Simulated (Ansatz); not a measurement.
**WC under pressure**

Level of theory: Ansatz 0.2.0, DFT LDA, scalar-relativistic, plane waves, PAW. Settings: 420 eV plane-wave cutoff, Γ-centred 18×18×14 mesh, Fermi-Dirac smearing of 0.15 eV. No spin polarisation. Phonons by linear response, acoustic sum rule imposed.

The cell, relaxed at this level:
Space group P-6m2 (No. 187). a = 2.885 Å, b = 2.885 Å, c = 2.811 Å, α = 90.00°, β = 90.00°, γ = 120.00°
| atom | site | symmetry | x | y | z |
| --- | --- | --- | --- | --- | --- |
| W | 1a | -6m2 | 0.0000 | 0.0000 | 0.0000 |
| C | 1f | -6m2 | 0.6667 | 0.3333 | 0.5000 |

In a metal, frequencies and elastic constants depend on the k mesh and the smearing, soft modes and shear constants most. Spin–orbit coupling is left out, which can shift energies with elements as heavy as these.

Optical modes at Γ (cm⁻¹) at zero pressure: 600, 631.

Question: Under hydrostatic pressure the same modes lie at 653, 671 cm⁻¹. What is the pressure, and how much has the cell shrunk?

Answer: 18 GPa; the volume is 3.9 % smaller.

Cost: 2 runs of about 1 core-minutes in all, on AMD EPYC 9R45 (Zen 5) (shared hosts).